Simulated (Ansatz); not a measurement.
The relaxed structure here is a generated cell of CoPdO2: the first start was made by placing the elements on the sites of a structure type, and the end was not matched to a known phase here, so it may be hypothetical.

The start is a generated cell, CoPdO2 built in the AFLOW prototype ABC2_tP4_123_d_a_f (as in CaCuO2). A full variable-cell relaxation at zero pressure is run with PBE (plane waves to 420 eV, PAW, scalar-relativistic; Ansatz, a program for electronic structure). The first steps use a coarse 6×6×7 k-mesh.

Input geometry:
```yaml
crystal:
  lattice:
    - [3.82750, 0.00000, 0.00000]
    - [0.00000, 3.82750, 0.00000]
    - [0.00000, 0.00000, 3.17166]
  atoms:
    - { symbol: Co, position: [0.50000, 0.50000, 0.50000] }
    - { symbol: Pd, position: [0.00000, 0.00000, 0.00000] }
    - { symbol: O, position: [0.00000, 0.50000, 0.00000] }
    - { symbol: O, position: [0.50000, 0.00000, 0.00000] }
```
Spin-polarised start, with parallel moments on Co.

- Outcome = The space group stays P4/mmm (No. 123) (the run could not lower it); the end is AFLOW prototype ABC2_tP4_123_d_a_f (as in CaCuO2), with 4 atoms in the primitive magnetic cell
- Energy released = 0.12 eV/atom
- Volume change = -4.0 %, from 11.62 to 11.15 Å³/atom
- Band gap at the end = no gap (metallic)
- Moments at the end = net 0.74 μB/atom, ferromagnetic
- Optimiser moves = 11

Final structure:

```cif
data_CoO2Pd
_chemical_formula_sum 'Co1 Pd1 O2'
_space_group_name_H-M_alt 'P4/mmm'
_space_group_IT_number 123
_space_group_name_Hall '-P 4 2'
_cell_length_a 3.99472
_cell_length_b 3.99472
_cell_length_c 2.79544
_cell_angle_alpha 90.000
_cell_angle_beta 90.000
_cell_angle_gamma 90.000
loop_
_atom_site_label
_atom_site_type_symbol
_atom_site_symmetry_multiplicity
_atom_site_Wyckoff_symbol
_atom_site_fract_x
_atom_site_fract_y
_atom_site_fract_z
_atom_site_occupancy
Co1 Co 1 d 0.50000 0.50000 0.50000 1
Pd1 Pd 1 a 0.00000 0.00000 0.00000 1
O1 O 2 f 0.00000 0.50000 0.00000 1
```

Final values are on a 12×12×17 k-mesh of the relaxed cell. Spin state reached: ferromagnetic (net 0.74 μB/atom), from parallel starting moments; other spin orders were not run from this start. The d or f electrons are treated with no Hubbard U. A magnetic insulating state can be missed without it.

The run could not lose the symmetry of its start: the end is stationary, and may be a saddle point rather than a minimum.

All atoms sit on sites fixed by symmetry, so only the cell could relax.
